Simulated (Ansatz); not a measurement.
Method: DFT PBE, scalar-relativistic, plane waves, PAW (Ansatz). Cutoff 420 eV, Γ-centred 8×8×8 mesh (8-atom cell), Gaussian smearing of 0.02 eV, no spin polarisation.

The zero of energy is the elements' standard structures at the same level; no fitted shifts are applied. The references include black phosphorus.

Task: Propose a candidate for a tetragonal semiconductor with formula AlGa₃P₄, with a gap near 1.6 eV, a formation energy near −0.48 eV/atom and a density near 3.58 g/cm³, in a cell of 8 atoms.

Result: AlGa₃P₄, space group I-42m (No. 121). Al has 4 P at 2.38 Å; around Ga on a site of symmetry -42m lie 4 P at 2.39 Å; Ga on a site of symmetry -4 is surrounded by 4 P at 2.39 Å; P has 1 Al at 2.38 Å and 3 Ga at 2.39 Å.

```cif
data_structure
_symmetry_space_group_name_H-M 'I-42m'
_symmetry_Int_Tables_number 121
_cell_length_a 5.5073
_cell_length_b 5.5073
_cell_length_c 11.0142
_cell_angle_alpha 90.000
_cell_angle_beta 90.000
_cell_angle_gamma 90.000
_cell_volume 334.06
loop_
_atom_site_label
_atom_site_type_symbol
_atom_site_symmetry_multiplicity
_atom_site_Wyckoff_symbol
_atom_site_fract_x
_atom_site_fract_y
_atom_site_fract_z
_atom_site_occupancy
Al1 Al 2 b 0.50000 0.50000 0.00000 1
Ga1 Ga 2 a 0.00000 0.00000 0.00000 1
Ga2 Ga 4 d 0.50000 0.00000 0.25000 1
P1 P 8 i 0.75039 0.75039 0.37526 1
```

* Volume per atom: 20.88 Å³
* Density: 3.58 g/cm³
* Formation energy: −0.481 eV/atom
* Gap on the 8×8×8 mesh of the 8-atom cell: 1.63 eV

The cell was found from a structure generator's guess, not taken from experiment. Other answers may fit too; this one was computed.

Kohn–Sham gaps at this level usually fall short of measured ones. The reference form of P is held partly by dispersion forces, which this level lacks. Symmetry constrained the relaxation, so the result can be a saddle point.
